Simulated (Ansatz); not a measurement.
Trial structure of Ag₃IO, not yet relaxed:

```cif
data_structure
_symmetry_space_group_name_H-M 'P 1'
_symmetry_Int_Tables_number 1
_cell_length_a 4.5599
_cell_length_b 4.5599
_cell_length_c 4.5599
_cell_angle_alpha 90.000
_cell_angle_beta 90.000
_cell_angle_gamma 90.000
_cell_volume 94.81
loop_
_atom_site_label
_atom_site_type_symbol
_atom_site_fract_x
_atom_site_fract_y
_atom_site_fract_z
_atom_site_occupancy
Ag1 Ag 0.50000 0.00000 0.00000 1
Ag2 Ag 0.00000 0.50000 0.00000 1
Ag3 Ag 0.00000 0.00000 0.50000 1
I1 I 0.50000 0.50000 0.50000 1
O1 O 0.00000 0.00000 0.00000 1
```

The calculation used DFT PBE, scalar-relativistic, plane waves, PAW in Ansatz 0.2.0. Plane waves to 420 eV, a k mesh through Γ of 4×4×4 on the computed 5-atom cell and Gaussian smearing (0.10 eV); no spin polarisation.

Energies over the elements count from the elements' standard structures at the same level (O₂ as a molecule), with no fitted energy shifts.

Question: What does a single point on this coarse mesh give?

Answer: The pressure is 4.7 GPa (it wants to expand), the largest force is 0.00 eV/Å (symmetry fixes the atoms), and the energy is −0.01 eV/atom against the elements. The shortest distance is 2.28 Å.

Question: Is it a good guess?

Answer: A good one: relaxing gains under 0.1 eV/atom (the start's value is from the coarse mesh, so the gain is rough) in 6 ionic steps and ends at −0.03 eV/atom on the finer mesh. The symmetry stays Pm-3m (No. 221). The end has the antiperovskite type. The volume per atom grows by 6.6 %, from 19.0 to 20.2 Å³. The shortest distance goes from 2.28 Å (Ag–O) to 2.33 Å (Ag–O). Conventional cell: a = 4.659 Å. Around Ag lie 2 O at 2.33 Å, 4 I at 3.29 Å and 8 Ag at 3.29 Å; around I lie 12 Ag at 3.29 Å; O is surrounded by 6 Ag at 2.33 Å.

The last run used an 8×8×8 mesh for its 5-atom cell and Gaussian smearing of 0.10 eV. The k mesh leaves some 4 meV/atom of noise in the energy of each metallic cell. These runs have no spin–orbit coupling, which can matter for I. The reference form of I is held partly by dispersion forces, which this level lacks. The relaxation can't lower the symmetry of the start, and the grade says only how near the guess is to its own end. Symmetry constrained the relaxation, so the result can be a saddle point.
